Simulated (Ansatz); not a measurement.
An element in the fcc structure gives these cold pressures by all-electron LAPW under PBEsol (Ansatz 0.2.0, scalar-relativistic, no spin polarisation).

| V (Å³/atom) | P (GPa) |
| --- | --- |
| 30.96 | -0.04 |
| 27.87 | 5.08 |
| 24.77 | 13.02 |
| 21.68 | 25.4 |
| 18.58 | 44.8 |
| 15.48 | 80.5 |
| 12.39 | 157.4 |

**Question.** Which element is it?

**Answer.** Y. Its zero-pressure volume in this structure is near 31.0 Å³/atom; the volume and the steepness of P(V) together point to it, though neighbours can come close. Other candidates weren't computed, and some may come near.
